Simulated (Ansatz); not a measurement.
input.yaml (Ansatz)

```yaml
crystal:
  lattice:
    - [4.1824897109, 0.0, 0.0]
    - [-2.0912448555, 3.6221423407, 0.0]
    - [0.0, 0.0, 2.5670512012]
  atoms:
    - { symbol: Rh, position: [1.0, 0.0, 0.0], spin: 1.0 }
    - { symbol: Rh, position: [0.3333333333, 0.6666666667, 0.5], spin: 1.0 }
    - { symbol: Rh, position: [0.6666666667, 0.3333333333, 0.5], spin: 1.0 }
hamiltonian:
  xc: mr2scan
  pseudopotentials:
    kind: paw
    azcp:
      Rh: "pseudopotentials/Rh.paw.azcp"
basis:
  ecutwfc: 500
  fft_grid_basis: typed
kpoints:
  mp_grid: { grid: [11, 11, 16], shift: [0, 0, 0] }
magnetization:
  spin_polarized: true
scf:
  occupations: { method: fermi_dirac, width: 0.05 }
output:
  stress: true
```

Output

```
Engine: ansatz 0.2.0, aarch64-unknown-linux-gnu
Pseudopotentials: kind: paw
Pseudopotential: Rh, paw, valence charge 17, recommended cutoff 500 eV (meta_gga) 
Functional definition: m-r2SCAN
  exchange = m_r2scan_x
  correlation = m_r2scan_c
Crystal: 3 atoms, lattice volume = 38.890 Å³
Basis set: ecut = 500 eV, 963 PW (Γ), exchange–correlation on 128×128×80 points (64 copies of the dense FFT grid, shifted against one another)
Bands: 33, of which v1, the nominal top of the filled ones, is band 26 counted from 1 (25 counted from 0)
Symmetry: 24 space group operations
Space group: P6/mmm (ITA 191), of the structure as read, at distance tolerance 3.4e-5 Å
Magnetic group: BNS 191.233 (UNI 1463), of the structure as read, at distance tolerance 3.4e-5 Å
k-points: 144 of 1936
Non-local potential: Rh, projectors of the file, l = 0: 3, l = 1: 2, l = 2: 2, l = 3: 1
PAW form: soft (Blöchl's): semilocal exchange-correlation on the pseudo side does not see the compensation charge
PAW frozen core: Rh, regenerated for the run's functional (the file was generated under x = pbe(κ = 0.804, μ = 0.2195149727645171), c = pbe(β = 0.06672455060314922))
PAW one-centre angular grid: Rh, 590 points (default); XC on 160 Gauss nodes
Initial density: superposition of atomic densities (chi_scale 0.1, normalization cell)
Starting moments: Σ|m| = 3 μB on 3 of 3 sites
Initial wavefunctions: pseudopotential atomic-orbital guess
Functional: x = mr2scan, c = mr2scan; τ floored in thin density (d = 2e-4 eV/Å³)
SCF iter   1: F=—  HF=-19246.219742 eV  |F-HF|=—  |Δ(HF+E_count)|=         —  Δρ=5.95e-2 (↑5.95e-2 ↓4.42e-2)  dr2=3.48e0  dr2_τ=2.68e-2  dr2_m=1.03e-1  M=2.079 μB ∫|m|=2.079 μB  β_m=0.98  ethr=3.10e-3  ⟨swp⟩=5.3  Hψ=34414  notcnv=0  defer=1
Mixer restart at iter 1: flushing history
SCF iter   2: F=—  HF=-19244.946650 eV  |F-HF|=—  |Δ(HF+E_count)|=    1.27e0  Δρ=3.23e-2 (↑3.23e-2 ↓2.95e-2)  dr2=1.32e0  dr2_τ=1.58e-2  dr2_m=5.22e-3  M=1.839 μB ∫|m|=1.853 μB  β_m=0.52  ethr=3.10e-3  ⟨swp⟩=2.4  Hψ=15458  notcnv=0  defer=359  κ⁻¹=1.0e0(r=1)
SCF iter   3: F=—  HF=-19244.624201 eV  |F-HF|=—  |Δ(HF+E_count)|=   3.22e-1  Δρ=1.24e-2 (↑9.90e-3 ↓1.24e-2)  dr2=6.69e-2  dr2_τ=1.80e-3  dr2_m=1.58e-2  M=1.446 μB ∫|m|=1.536 μB  β_m=1.00  ethr=2.58e-3  ⟨swp⟩=2.4  Hψ=15948  notcnv=0  defer=359  κ⁻¹=4.4e-2(r=2)
SCF iter   4: F=—  HF=-19245.168327 eV  |F-HF|=—  |Δ(HF+E_count)|=         —  Δρ=4.48e-2 (↑4.21e-2 ↓4.48e-2)  dr2=2.18e-2  dr2_τ=5.51e-2  dr2_m=6.55e-1  M=-0.231 μB ∫|m|=0.231 μB  β_m=1.00  ethr=1.31e-4  ⟨swp⟩=2.5  Hψ=17828  notcnv=0  defer=366
Mixer restart at iter 4: flushing history
SCF iter   5: F=—  HF=-19244.871135 eV  |F-HF|=—  |Δ(HF+E_count)|=   2.97e-1  Δρ=4.87e-3 (↑4.87e-3 ↓3.77e-3)  dr2=1.54e-2  dr2_τ=6.84e-4  dr2_m=4.37e-3  M=-0.058 μB ∫|m|=0.058 μB  β_m=0.40  ethr=9.80e-5  ⟨swp⟩=2.0  Hψ=18237  notcnv=0  defer=366
SCF iter   6: F=—  HF=-19244.870076 eV  |F-HF|=—  |Δ(HF+E_count)|=   1.06e-3  Δρ=2.90e-3 (↑2.90e-3 ↓2.40e-3)  dr2=3.04e-3  dr2_τ=2.06e-4  dr2_m=2.04e-3  M=-0.046 μB ∫|m|=0.046 μB  β_m=0.41  ethr=3.02e-5  ⟨swp⟩=2.3  Hψ=15061  notcnv=0  defer=339  κ⁻¹=1.0e0(r=1)
...
SCF iter  21: F=—  HF=-19244.869327 eV  |F-HF|=—  |Δ(HF+E_count)|=  1.46e-11  Δρ=8.92e-7 (↑8.27e-7 ↓8.92e-7)  dr2=4.46e-12  dr2_τ=2.38e-11  dr2_m=2.62e-10  M=-0.000 μB ∫|m|=0.000 μB  β_m=1.00  ethr=1.00e-12  ⟨swp⟩=1.0  Hψ=20160  notcnv=0  κ⁻¹=1.7e-6(r=8)
SCF iter  22: F=—  HF=-19244.869327 eV  |F-HF|=—  |Δ(HF+E_count)|=  1.89e-10  Δρ=6.61e-7 (↑6.61e-7 ↓5.80e-7)  dr2=6.44e-12  dr2_τ=1.21e-11  dr2_m=1.37e-10  M=0.000 μB ∫|m|=0.000 μB  β_m=1.00  ethr=1.00e-12  ⟨swp⟩=2.0  Hψ=13282  notcnv=0  κ⁻¹=2.0e-5(r=8)
SCF iter  23: F=-19244.869327 eV  HF=-19244.869327 eV  |F-HF|=0.00e0  |Δ(HF+E_count)|=  2.47e-10  Δρ=2.42e-7 (↑2.16e-7 ↓2.42e-7)  dr2=1.34e-11  dr2_τ=1.64e-12  dr2_m=1.69e-11  M=-0.000 μB ∫|m|=0.000 μB  ethr=1.00e-12  ⟨swp⟩=2.0  Hψ=17925  notcnv=0
SCF 1 converged in 23 iterations: F = -19244.869327 eV  dr2 = 1.34e-11
WARN: the starting moments were not kept: the SCF closed with an absolute magnetisation of 1.5e-5 μB, where they sum to 3 μB in size (3 sites). That is at most 0.1 of that sum. Measured as dr2_m measures the in/out step, that magnetisation stands 6.0e-11 eV from none, at or under the dr2_threshold of 1.0e-7 eV: it is no larger than a step whose dr2_m would equal this threshold. The system may hold no moment; this SCF shows only that its start led to no more than that. To try another start: raise the starting moments (crystal.atoms[].spin, magnetization.per_species, magnetization.initial_magnetization, or on a non-collinear deck that types none of these the spinor_matrix: blocks that start its atoms; where the total moment is fixed, keep their sum and leave initial_magnetization as it is; typed ones take the place of any that the run laid by itself, positive ones on a crystal's lanthanoids without a Hubbard term where scf.initial_density.shell_occupations: [] is typed) or, if the notice of its spin-set hold's release reads "site moments contracting" or "site moments show no strong build", lengthen the hold (scf.mixing.spin_hold: { on: { confirm: 4 } }; for m-r²SCAN on two components see the key's manual first). Each may lead to a state that holds a moment. A second SCF, from the converged charge density, with the starting moments and any scf.initial_density.shell_occupations laid on it anew, would have followed, and was not run: the deck does not ask for one (magnetization.retry_lost_moments is false, the default). To let it run, set magnetization.retry_lost_moments: true and run the deck again, where that key's refused combinations let it; where memory then withholds it, that run's warning says so.
this state was not tested for a lower state beside it, because the mixer in use, unlike msr1, does not test its closes by its own steps (another_mixer; see scf.mixing.algorithm and scf.lower_state_search)
SCF converged after 23 iterations
Magnetization: -0.0000 μB (25.5000 up, 25.5000 down)
Absolute magnetization: 0.0000 μB (∫|ρ↑−ρ↓|, with the PAW one-centre terms)
Spin contamination: 0.0000 ħ² per cell (⟨S²⟩ above its minimum at these occupations)
Per-site moments (μB) at R_I (Å): [(-6.629896668824865e-6, 1.058908620495), (-4.0731849060312745e-6, 0.9960891436933843), (-4.073184905986843e-6, 0.9960891436933843)]
Free energy (F): -19244.869327 eV
Harris-Foulkes:  -19244.869327 eV  (|F-HF|=0.00e0)
Internal energy: -19244.828708 eV  (E = F + TS)
E sigma→0 (E₀):  -19244.849017 eV
Entropy (-TS):   -0.040619 eV (-13.540 meV/atom)
Fermi energy:    23.991739 eV
--- Per-component energies (eV) ---
  E_band       = -228.130884
  E_kinetic    = 1729.175781
  E_local      = -4507.684886  (includes V_loc(G=0)·N_el)
  E_nonlocal   = 1068.753411
  E_hartree    = 1595.303234
  E_xc         = -653.247556
  E_vxc        = -946.537252  (∫ρ·V_xc dr)
  E_paw        = -10814.180829  (= ΣΔE_a)
  E_vpaw       = -826.390537  (= ΣTr[D̂ρ^β])
  E_aug_tail   = 0.001991  (compensation charges beyond the density's cutoff)
  E_vtau       = 63.944138  (kinetic-family band-sum trace: ∫τ·v_τ [+ j·A + Jᵃ·Aᵃ] dr)
  E_ewald      = -7661.839976
  E_core_change = -1.109878  (= ΣΔE_core)
  E_smearing   = -0.040619  (= −TS)
  E_closure    = 0.000000  (closes the sum)
  Σ components = -19244.869327   (vs F -19244.869327, Δ=0.00e0)
--- Stress (GPa, compression-positive) ---
       28.364878      -0.000000       0.000000
       -0.000000      28.364878       0.000000
        0.000000       0.000000      24.773152
  P = ⅓ Tr σ = 27.1676 GPa (271.676 kbar)
```
